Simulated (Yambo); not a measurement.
```xyz
2
Lattice="0.0000 3.4775 3.4775 3.4775 0.0000 3.4775 3.4775 3.4775 0.0000" Properties=species:S:1:pos:R:3 pbc="T T T"
K      0.0000     0.0000     0.0000
I      3.4775     3.4775     3.4775
```

The PBEsol cell relaxed from Materials Project entry mp-22898 was given an isotropic strain of -0.7 % on all lattice vectors, and the atoms were relaxed again.

### Question
Where are the main features of Im ε from RPA with local fields on PBEsol bands (Yambo; 10×10×10 mesh, 58 bands, 4 Ry local-field block, 0.2 eV broadening; field along x)?

### Answer
Peaks at 6.1 eV (3.5), 8.0 eV (2.8), 9.6 eV (2.9), 11.1 eV (1.1), 14.0 eV (1.0), heights in brackets. Structure narrower than a few tenths of an eV can come from the finite k mesh. Convergence of the RPA response with its 10×10×10 mesh was not tested. No excitonic effects at this level. Spin-orbit coupling is left out, which matters for elements this heavy: edges can move by tenths of an eV.
